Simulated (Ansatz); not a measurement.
Consider a crystal of Al₅N in space group R3m (No. 160), with Al on 9b, 3a and 3a; N on 3a.

All numbers below come from DFT PBE, scalar-relativistic, plane waves, PAW in Ansatz 0.2.0. Cutoff 420 eV, Γ-centred mesh, Gaussian smearing, no spin polarisation.

Energies over the elements count from the elements' standard structures at the same level (N₂ as a molecule), with no fitted energy shifts.

**Question.** Predict the relaxed structure.

**Answer.**

Space group R3m:H (No. 160). a = 5.443 Å, b = 5.443 Å, c = 12.783 Å, α = 90.00°, β = 90.00°, γ = 120.00°
| atom | site | symmetry | x | y | z |
| --- | --- | --- | --- | --- | --- |
| Al | 9b | .m | 0.1641 | 0.8359 | 0.1787 |
| Al | 3a | 3m | 0.3333 | 0.6667 | 0.4156 |
| Al | 3a | 3m | 0.3333 | 0.6667 | 0.0160 |
| N | 3a | 3m | 0.3333 | 0.6667 | 0.2655 |

Around Al on a site of symmetry m lie 1 N at 1.94 Å and 6 Al at 2.62–2.76 Å; Al on a site of symmetry 3m has 1 N at 1.92 Å, 6 Al at 2.99 Å and 6 Al at 3.25–3.42 Å; around Al on a second site of symmetry 3m lie 6 Al at 2.62–2.67 Å, 4 N at 3.19–3.32 Å and 3 Al at 3.25 Å; N is surrounded by 4 Al at 1.92–1.94 Å, 1 Al at 3.19 Å and 3 Al at 3.32 Å. Another local minimum with the same sites may exist.

**Question.** Where does its energy lie, and is it a metal?

**Answer.** The energy over the elements is +0.02 eV/atom. The gap on the 12×12×12 mesh of the 6-atom cell is 0 eV (a metal). The formation energy is too near zero to say whether this cell lies below the elements.

The last run used Gaussian smearing of 0.10 eV. The k mesh leaves some 4 meV/atom of noise in the energy of each metallic cell. Symmetry constrained the relaxation, so the result can be a saddle point. Another cell of Al5N relaxed alike, in P1, lies 72 meV/atom lower, so this cell isn't the stable form at this level.
